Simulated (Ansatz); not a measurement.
The numbers come from plane-wave PAW DFT (Ansatz): r2SCAN, no spin polarisation, 500 eV, 6×6×9 Γ-centred k points, fermi-dirac occupations (width 0.1 eV). Nothing was relaxed.

Computed maps in the lattice plane spanned by a (left to right, 6.77 Å, 21 points from zero) and b (bottom to top, 6.77 Å, 21 points from zero), 120° apart, at height 0.250 along c. The fields are smooth PAW ones with compensation charges, not the true ones near nuclei.

Valence density. Digits on a logarithmic scale: 0 up to 0.03 e/Å³, each further digit a factor of 1.6, 9 from 1.3 e/Å³ up:
```
111222233445677653210
222222344555665432111
333333456666544322223
554445678876543222344
765456899986532223467
976568999986432335699
976679999975432346999
965689999864333458999
755689998654333469999
545678876544334568997
444566665555444566665
334455566776544455543
333344679996544444433
222345799996544444433
322346999986444455443
222357999965445666543
222357998654456898653
212346665444569999643
112344544334699999642
011233333335799997431
001222323345799975321
```

ELF. Ten even steps from '0' (0.00) to '9' (0.47):
```
111221123576655667411
443222245677666663113
876423466666765422368
766545677776542223898
666656753576532138866
356767300376421278642
156675000576422486300
367673003765312665190
567675357665223664102
576677776775324665345
555666667655434655555
234455766555444555443
122346653245544444322
212256510035543444432
212466309155544566664
322666201466445566687
323776435664455545688
314886666643453113688
114898886324540804696
113688742235520026883
011333221255531367841
```

Task: The cell is TlGa$_{3}$. Which atoms lie within 0.2 Å of this plane, and where (fractions of a and b)?

Result: Tl at (0.33, 0.67), Ga at (0.38, 0.29), Ga at (0.71, 0.08), Ga at (0.92, 0.62). The whole cell:
```
CELL_PARAMETERS angstrom
6.77354 0.00000 0.00000
-3.38677 5.86606 0.00000
0.00000 0.00000 3.88974
ATOMIC_POSITIONS crystal
Tl 0.33330 0.66670 0.25000
Tl 0.66660 0.33330 0.75000
Ga 0.37500 0.29200 0.25000
Ga 0.08300 0.37500 0.75000
Ga 0.70800 0.08300 0.25000
Ga 0.62500 0.70800 0.75000
Ga 0.91700 0.62500 0.25000
Ga 0.29200 0.91700 0.75000
```

Origin: a known structure type with other elements, at an estimated volume, so it need not be a known compound. Caveats: atoms or cell far from equilibrium.
